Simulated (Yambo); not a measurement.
Yambo run on SrTiO3 (space group I4/mcm, No. 140). The wavefunctions come from this Quantum ESPRESSO step (LDA, PseudoDojo standard norm-conserving files, scalar-relativistic):

```
&CONTROL
  calculation = 'nscf'
  pseudo_dir = './pseudo'
  outdir = './out'
/
&SYSTEM
  ibrav = 0
  nat = 10
  ntyp = 3
  ecutwfc = 84.0
  ecutrho = 336.0
  occupations = 'fixed'
  force_symmorphic = .true.
  nbnd = 149
/
&ELECTRONS
  conv_thr = 1e-08
  diago_full_acc = .true.
  diago_thr_init = 1e-08
/
ATOMIC_SPECIES
O 15.9990 O.upf
Ti 47.8670 Ti.upf
Sr 87.6200 Sr.upf
CELL_PARAMETERS angstrom
 -2.765795000000   2.765795000000   3.914720000000
  2.765795000000  -2.765795000000   3.914720000000
  2.765795000000   2.765795000000  -3.914720000000
ATOMIC_POSITIONS crystal
O   0.241050000000   0.741050000000   0.982100000000
O   0.758950000000   0.258950000000   0.017900000000
O   0.741050000000   0.758950000000   0.500000000000
O   0.258950000000   0.241050000000   0.500000000000
O   0.750000000000   0.750000000000  -0.000000000000
O   0.250000000000   0.250000000000   0.000000000000
Ti   0.000000000000   0.000000000000   0.000000000000
Ti   0.500000000000   0.500000000000   0.000000000000
Sr   0.750000000000   0.250000000000   0.500000000000
Sr   0.250000000000   0.750000000000   0.500000000000
K_POINTS automatic
4 4 4 0 0 0
```

Yambo input:

```
rim_cut
gw0
dyson
el_el_corr
HF_and_locXC
ppa
em1d
RandQpts= 1000000
RandGvec= 1 Ry
EXXRLvcs= 84 Ry
VXCRLvcs= 336 Ry
Chimod= "HARTREE"
% BndsRnXp
 3 | 148 |
%
NGsBlkXp= 6 Ry
% LongDrXp
 1.0 | 1.0 | 1.0 |
%
PPAPntXp= 27.2114 eV
% GbndRnge
 1 | 148 |
%
GTermKind= "BG"
DysSolver= "n"
ExtendOut
% QPkrange
 1 | 1 | 40 | 41 |
 3 | 3 | 40 | 41 |
 6 | 6 | 40 | 41 |
 8 | 8 | 40 | 41 |
 13 | 13 | 40 | 41 |
%
```

k points by index: 1 = Γ, 3 = X, 6 = N, 8 = P, 13 = Z.

The o-*.qp file then holds:

```
#    K-point    Band    Eo [eV]    E [eV]    E-Eo [eV]    Vxc [eV]    Vnlxc [eV]    Sc|Eo [eV]    Sc|E [eV]    dSc/dw|Eo [eV]    Re(Z)    Im(Z)
#
    1    40    0.000000    -0.269208    -0.269208    -19.90165    -25.05427    4.802392    4.883409    -8.184652    0.768766    -0.001543
    1    41    1.815353    3.261453    1.446100    -18.88353    -11.54039    -5.491319    -5.897043    -7.633596    0.780924    -0.001585
    3    40    -0.079561    -0.356797    -0.277236    -19.73508    -24.90002    4.804369    4.887703    -8.174999    0.768976    -0.001573
    3    41    1.981588    3.461412    1.479824    -19.40111    -11.79748    -5.695615    -6.123815    -7.872798    0.775599    -0.001684
    6    40    -0.613624    -0.936586    -0.322962    -19.27757    -24.51593    4.817043    4.915397    -8.283509    0.766626    -0.001372
    6    41    3.323629    4.793847    1.470218    -20.43818    -12.44764    -6.047265    -6.520322    -8.722880    0.756842    -0.017662
    8    40    -0.635598    -0.968388    -0.332790    -19.07390    -24.20190    4.709378    4.795215    -6.945353    0.796224    -0.018690
    8    41    2.956322    4.405423    1.449102    -20.45496    -12.92778    -5.614008    -6.078086    -8.711453    0.757477    -0.003693
    13    40    -0.082865    -0.349088    -0.266223    -19.73253    -24.89740    4.818846    4.898641    -8.152042    0.769476    -0.001399
    13    41    1.987042    3.435366    1.448324    -19.41069    -11.80492    -5.737547    -6.157443    -7.888009    0.775263    -0.001690
```
(The two width columns are left out.) Convergence of these settings isn't established.

Geometry of the Materials Project entry, not relaxed at this level.

This is not the ordinary phase of the substance.
